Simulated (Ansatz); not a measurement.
Given:

MoPd:
```cif
data_MoPd
_chemical_formula_sum 'Pd1 Mo1'
_space_group_name_H-M_alt 'P 1'
_space_group_IT_number 1
_cell_length_a 3.63838
_cell_length_b 3.63838
_cell_length_c 3.63838
_cell_angle_alpha 60.000
_cell_angle_beta 60.000
_cell_angle_gamma 60.000
loop_
_space_group_symop_operation_xyz
  'x, y, z'
loop_
_atom_site_label
_atom_site_type_symbol
_atom_site_fract_x
_atom_site_fract_y
_atom_site_fract_z
_atom_site_occupancy
Pd1 Pd 0.00000 0.00000 0.00000 1
Mo1 Mo 0.50000 0.50000 0.50000 1
```

This is the PBEsol-relaxed structure.

Q: All from PBEsol (plane waves, PAW; program Ansatz), unless another level is named. Estimate the formation energy from the elements (no fitted shifts).

A: 1.14 eV/atom.

Q: Give the density of states at the Fermi level.

A: 1.7 states/eV per atom (mean over ±0.08 eV).

Space group Fm-3m (rock salt). The start of the workflow was typed in or built on a structure type; neither database checked (COD, Materials Project) lists it. Whether it is the stable phase at ambient conditions was not checked. The cell was relaxed with PBEsol under the symmetry of its start. At this level the phase is mechanically unstable. No spin polarisation was allowed. Its formation energy is positive at this level, so the cell may be metastable or incomplete. The references are the lowest solids computed at this level, not always the standard phases. Spin–orbit coupling is left out wherever it is not named.

Potentials: the earlier of the program's two PAW sets. The files were generated under PBE; for other functionals the program regenerates the frozen cores, and for LDA and PBEsol the local potential too.
